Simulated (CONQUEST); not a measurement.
Worked example: self-consistent single point of GeTe4Pb3 (P4/mmm, 8 atoms in the cell; from Materials Project mp-1224448, changed as shown) in CONQUEST.

Computed with LDA (PW92), numerical atomic orbitals double-zeta with polarisation (the shipped basis), PseudoDojo norm-conserving potentials made for LDA (CONQUEST).

The change in words: lattice scaled by 0.98. Reference geometry (P4/mmm):
```
GeTe4Pb3
1.0
    4.56376     0.00000     0.00000
    0.00000     4.56376     0.00000
    0.00000     0.00000    12.91662
Ge Te Pb
1 4 3
Cartesian
  0.00000   0.00000   0.00000
  0.00000   0.00000   3.06563
  0.00000   0.00000   9.85099
  2.28188   2.28188   0.00000
  2.28188   2.28188   6.45831
  2.28188   2.28188   9.72686
  2.28188   2.28188   3.18976
  0.00000   0.00000   6.45831
```

Reference input (self-consistent single point, DFT, LDA (PW92), numerical atomic orbitals double-zeta with polarisation (the shipped basis), PseudoDojo norm-conserving potentials made for LDA): basis = DZP; Diag.MPMeshX, Y, Z = 6 6 2; potentials = PseudoDojo norm-conserving LDA; Grid.GridCutoff = 175 Ha; DM.SolutionMethod = diagon; Diag.kT = 0.000367 Ha; Diag.GammaCentred = true; minE.SCTolerance = 1.0e-07; SC.MaxIters = 100; SC.LinearMixingFactor = 0.5; AtomMove.TypeOfRun = static. This run's input differs from it in these lines:

```diff
@@ -30,14 +30,14 @@
 # file: GeTe4Pb3.in
-     8.624256499      0.000000000      0.000000000
-     0.000000000      8.624256499      0.000000000
-     0.000000000      0.000000000     24.408874256
+     8.451771746      0.000000000      0.000000000
+     0.000000000      8.451771746      0.000000000
+     0.000000000      0.000000000     23.920697527
 8
     0.000000000     0.000000000     0.000000000  1 T T T
-    0.000000000     0.000000000     5.793202216  2 T T T
-    0.000000000     0.000000000    18.615672040  2 T T T
-    4.312128249     4.312128249     0.000000000  2 T T T
-    4.312128249     4.312128249    12.204437128  2 T T T
-    4.312128249     4.312128249    18.381102758  3 T T T
-    4.312128249     4.312128249     6.027771497  3 T T T
-    0.000000000     0.000000000    12.204437128  3 T T T
+    0.000000000     0.000000000     5.677338351  2 T T T
+    0.000000000     0.000000000    18.243359176  2 T T T
+    4.225885873     4.225885873     0.000000000  2 T T T
+    4.225885873     4.225885873    11.960348763  2 T T T
+    4.225885873     4.225885873    18.013481272  3 T T T
+    4.225885873     4.225885873     5.907216254  3 T T T
+    0.000000000     0.000000000    11.960348763  3 T T T
```

Log, with long lists cut:

```
    new_SC_potl: Starting.  Tolerance:  0.10000E-06

    PulayMixSC: Starting Pulay mixing, A_up =  0.500 A_dn =  0.500
    PulayMixSC: Spin non-polarised calculation.
          Harris-Foulkes Energy            :    -19552.862088419795327 eV
          (TS=0 as O(N) or entropic contribution is negligible)
          DFT Total Energy                 :    -19551.346049434177985 eV
          Total number of electrons        :       119.999999999987509
    PulayMixSC: Pulay iteration     1 residual:              0.67146E-03
          Harris-Foulkes Energy            :    -19552.188641034601460 eV
   [... lines left out ...]
          (TS=0 as O(N) or entropic contribution is negligible)
          DFT Total Energy                 :    -19552.101505123649986 eV
          Total number of electrons        :       120.000165649466069
    PulayMixSC: Pulay iteration    11 residual:              0.14408E-06
          Harris-Foulkes Energy            :    -19552.101505698665278 eV
          (TS=0 as O(N) or entropic contribution is negligible)
          DFT Total Energy                 :    -19552.101505696427921 eV
          Total number of electrons        :       120.000165637230410
    PulayMixSC: Pulay iteration    12 residual:              0.17217E-07
    PulayMixSC: Reached SCF tolerance of  0.17217E-07 after     12 iterations
      | Number of electrons      =       120.000166
      |* band energy as 2Tr[K.H] =     -2961.563291320980625 eV
      |  screened ion-ion energy =    -14764.435540506034158 eV
      |  Ha correction           =        54.142753963534481 eV
      |  XC correction           =     -1880.245413280927323 eV
      |* Harris-Foulkes energy   =    -19552.101505698665278 eV
      |* DFT total energy        =    -19552.101505696427921 eV
      |  estimated accuracy      =        -0.000000002236656 eV

    force: Forces on atoms (eV/a0)
    force:  Atom   X              Y              Z
    force:     1  -0.0000000000  -0.0000000000  -0.0000000790
    force:     2  -0.0000000000  -0.0000000000   0.0333482029
   [... lines left out ...]
    force:     8   0.0000000000   0.0000000000   0.0000001043

    force: Maximum force :        0.03334820(eV/a0) on atom         2 in z direction
    force: Force Residual:        0.01794306 eV/a0
    force: Total stress:          1.02056031     1.02056031     0.71571938 GPa
    force: Average pressure:     -0.91894667 GPa

    force: Finished force
    get_E_and_F: Change in energy during last step of electronic optimisation:  0.33792E-08
```

The run converged in 12 iterations. CONQUEST prints the stress tensor with tension positive. Against the reference run the free energy falls by 26.7 meV/atom, the pressure goes from -3.35 to -0.92 GPa and the gap on the mesh goes from 0.635 to 0.511 eV.

Spin-orbit coupling is left out, which matters for bands and gaps with elements this heavy. The program uses no crystal symmetry, so grid and mesh can part values that symmetry would make equal. The atom-centred basis is finite, which shifts total energies, pressures and gaps against plane waves. The structure comes from a collection of computed structures, made at another level of theory; the collection holds predicted forms beside known ones.

Cost on one core: roughly 3 core-minutes.
